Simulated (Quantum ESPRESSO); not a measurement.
## Ir4In2SnRh (different elements on one site, starting from this cell)

A calculation, not a measurement. The program is pw.x of Quantum ESPRESSO 7.5 (plane-wave density functional theory). The cell is made up: eight metal atoms on a hexagonal close-packed lattice, with elements, volume, strain and displacements drawn at random and not relaxed, so it may be unstable or far from any real phase. PseudoDojo standard norm-conserving files set the functional (PBE unless stated); there is no spin polarisation or spin-orbit coupling, the Fermi-Dirac width of 0.25 eV means electrons at about 2900 K, and the masses in the input are unused placeholders. The tin pseudopotential is less sure than most, with forces differing by about three percent from a second method on plain tin. Heavy elements are run without spin-orbit coupling, which real alloys of them have. A spin test at this wide smearing found no moment, but such smearing suppresses magnetism that the real alloy may have.

The runs put different elements on site 4. Cell, positions, cutoff, mesh and smearing stay as in the input of run 1; sites are counted in its order. Stress in the tables is positive in tension.

Input of run 1:

```
&control calculation='scf', pseudo_dir='./dojo.nc.sr.pbe.v0_5.standard.upf', outdir='./o', disk_io='minimal', tprnfor=.true., tstress=.true. /
&system ibrav=0, nat=8, ntyp=4, nbnd=79, ecutwfc=87.97787729, nosym=.true., tot_charge=0,
 occupations='smearing', smearing='fd', degauss=0.0183746611
/
&electrons conv_thr=1.470e-08, electron_maxstep=70, mixing_beta=0.5 /
ATOMIC_SPECIES
In 1.0 In.upf
Ir 1.0 Ir.upf
Rh 1.0 Rh.upf
Sn 1.0 Sn.upf
CELL_PARAMETERS angstrom
0.0 0.0 -4.934
0.0 5.104 0.0
5.8936 0.0 0.0
ATOMIC_POSITIONS angstrom
Ir 0.0065 -0.0242 -0.0602
Ir 2.8872 0.0403 -0.0351
In 1.5801 2.4599 0.0473
Sn 4.4784 2.5672 -0.1062
In 0.0536 1.6975 -2.5138
Ir 2.8094 1.709 -2.6678
Rh 1.2623 4.1632 -2.5332
Ir 4.4525 4.2506 -2.3564
K_POINTS automatic
5 5 4 1 1 1
```

| run | elements on sites 1 to 8 | -TS (eV) | pressure (GPa) | stress xx (GPa) | stress yy (GPa) | stress zz (GPa) | stress yz (GPa) | stress xz (GPa) | stress xy (GPa) | iterations |
| --- | --- | --- | --- | --- | --- | --- | --- | --- | --- | --- |
| 1 | Ir Ir In Sn In Ir Rh Ir | -1.726 | -11.52 | 7.17 | 16.78 | 10.61 | -0.10 | -0.42 | 0.30 | 17 |
| 2 | Ir Ir In W In Ir Rh Ir | -1.874 | -20.30 | 16.93 | 23.81 | 20.15 | -0.31 | -0.40 | 0.35 | 17 |
| 3 | Ir Ir In Ta In Ir Rh Ir | -1.729 | -17.86 | 13.15 | 22.63 | 17.79 | -0.30 | -0.28 | 0.54 | 17 |
| 4 | Ir Ir In Al In Ir Rh Ir | -1.770 | -17.84 | 14.16 | 22.28 | 17.07 | -0.31 | -0.62 | 0.31 | 16 |
| 5 | Ir Ir In Hf In Ir Rh Ir | -1.667 | -14.10 | 8.71 | 19.19 | 14.39 | 0.16 | -0.08 | 0.62 | 17 |

Forces Fx Fy Fz (eV/Å):

| site | run 1 | run 2 | run 3 | run 4 | run 5 |
| --- | --- | --- | --- | --- | --- |
| 1 | -0.19 -0.33 -0.02 | -1.05 -0.23 -0.08 | -0.70 -0.07 -0.10 | -0.62 -0.37 -0.13 | -0.19 -0.02 -0.13 |
| 2 | 0.36 -0.51 -0.12 | 1.10 -0.74 -0.08 | 0.92 -0.81 -0.08 | 0.73 -0.44 -0.11 | 0.63 -0.82 -0.09 |
| 3 | -0.14 1.21 -1.17 | -0.29 1.32 -1.29 | -0.31 1.28 -1.25 | -0.01 1.21 -1.23 | -0.26 1.20 -1.19 |
| 4 | -0.83 0.37 0.35 | -0.86 0.73 0.22 | -1.13 0.70 0.29 | -0.71 0.37 0.10 | -1.24 0.51 0.39 |
| 5 | -0.62 -1.30 0.11 | -1.16 -0.95 0.15 | -0.93 -1.12 0.11 | -1.14 -0.99 0.20 | -0.72 -1.28 0.07 |
| 6 | 1.34 -0.89 0.97 | 2.23 -0.61 1.00 | 2.09 -0.63 1.01 | 1.68 -0.73 0.90 | 1.75 -0.73 1.04 |
| 7 | 1.21 0.88 0.26 | 1.24 1.11 0.14 | 1.27 1.05 0.16 | 1.17 0.89 0.27 | 1.22 0.94 0.20 |
| 8 | -1.13 0.56 -0.39 | -1.21 -0.64 -0.06 | -1.21 -0.40 -0.13 | -1.10 0.05 -0.01 | -1.19 0.19 -0.29 |

Energies are left out, as each element's file has its own zero. A rerun of one cell of this series at a higher cutoff and on a denser mesh moved values by no more than 0.004 eV in energy, 0.08 GPa in stress and 0.007 eV/Å in force, and a second program with other atomic files agreed on that cell to 2 % rms in force and 0.5 GPa in pressure.